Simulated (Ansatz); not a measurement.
## Property card for AgPt₃

AgPt3:
```xyz
4
Lattice="3.9402 0.0000 0.0000 0.0000 3.9402 0.0000 0.0000 0.0000 3.9402" Properties=species:S:1:pos:R:3 pbc="T T T"
Ag     0.0000     0.0000     0.0000
Pt     0.0000     1.9701     1.9701
Pt     1.9701     0.0000     1.9701
Pt     1.9701     1.9701     0.0000
```

Space group Pm-3m (No. 221), Cu3Au type; conventional cell a = 3.940 Å, b = 3.940 Å, c = 3.940 Å, α = 90.00°, β = 90.00°, γ = 90.00°.

Method: the program Ansatz at the PBEsol level (PAW). Geometry: relaxed at this level of theory. Other levels are named where they apply.

**Cell and energy**

```json
{
 "volume_per_atom": "15.29 Å³",
 "density": "18.82 g/cm³",
 "Formation energy from the elements (no fitted shifts)": "0.029 eV/atom"
}
```

**Electronic structure**

```json
{
  "electronic_character": "metallic (no gap)",
  "Density of states at the Fermi level": "0.90 states/eV per atom (mean over ±0.08 eV)",
  "Gap with spin–orbit coupling": "none (metallic)"
}
```

**Mechanics**

```json
{
 "Bulk modulus (Birch–Murnaghan fit)": "239 GPa",
 "Pressure derivative B′": "5.5",
 "Elastic constants (relaxed ions, GPa)": "C11 = 302, C12 = 209, C44 = 96.9",
 "mechanical_stability": "stable (all eigenvalues of C positive)",
 "hill_bulk_and_shear_moduli": "240 and 72.3 GPa",
 "Young's modulus": "197 GPa",
 "Poisson's ratio": "0.36",
 "debye_temperature_from_the_elastic_constants": "265 K"
}
```

**Phonons**

```json
{
  "highest_zone_centre_frequency": "205 cm^-1",
  "zone_centre_stability": "no imaginary mode at Γ"
}
```

The workflow started from an entry of the Crystallography Open Database (COD). Its standing as an ambient phase is unchecked. The cell was relaxed with PBEsol under the symmetry of its start. The run is not spin-polarised. As this level gives no gap, shear constants depend on the k-mesh and smearing (Fermi–Dirac, 0.1 eV here). As this level gives no gap, phonon frequencies hold no LO–TO term and depend on the k-mesh and smearing (Fermi–Dirac, 0.1 eV here). The references are the lowest solids computed at this level, not always the standard phases. Scalar-relativistic: spin–orbit coupling is off unless named, which matters more the heavier the elements.

Potentials: the later of the program's two PAW sets.
